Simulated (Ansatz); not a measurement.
## Notes on CaMg₂Ag₂

```
Ca Mg Ag
1.0
     4.34785    0.00000    0.00000
    -2.17392    3.76535    0.00000
     0.00000    0.00000    7.04257
Ca Mg Ag
1 2 2
Direct
  0.00000 0.00000 0.00000
  0.33330 0.66670 0.63010
  0.66670 0.33330 0.36990
  0.33330 0.66670 0.24130
  0.66670 0.33330 0.75870
```

Method: r2SCAN, no spin polarisation; PAW, plane waves to 500 eV, 9×9×5 Γ-centred mesh, gaussian occupations (width 0.1264 eV) (Ansatz 0.2.0), atoms fixed.

Task: Give the Bader charges.

Result: Bader charges in e: Ca +1.35, Mg +1.38, Ag -2.06. In the mean Mg gives up most and Ag takes most.

Task: Which atom feels the largest force, and which way?

Result: The largest is on Ag4 (and as large on other atoms): 0.21 eV/Å, components (0.00, 0.00, -0.21). It makes 110° with the line to a nearest neighbour, Mg3 at 2.67 Å.

Task: What do density and ELF say about some of the short contacts?

Result: Mg–Ag at 2.67 Å: least valence density 0.17 e/Å³ and ELF 0.09 there. Ca–Ag at 3.03 Å: least valence density 0.12 e/Å³ and ELF 0.07 there. Mg–Mg at 3.11 Å: least valence density 0.11 e/Å³ and ELF 0.46 there. These are pseudo-fields; inside the PAW spheres they differ from the all-electron ones.

Task: Is the cell too large or too small?

Result: The pressure is 4.4 GPa (compression positive), so with the atoms held at these fractions the cell would first expand. The principal stresses 3.6, 4.8, 4.8 GPa differ, so its shape would change too.

Task: Is it stable against the elements?

Result: -0.01 eV an atom against the elements' usual phases (free molecules for gases, crystals otherwise, with no correction for O₂ or N₂), too near zero to call. Relaxing would lower it.

Task: Metal or insulator?

Result: It is a metal, with about 1.8 states/eV a cell as the mean within 0.25 eV of the Fermi level.

Origin: a known structure type with other elements, at an estimated volume, so it need not be a known compound.
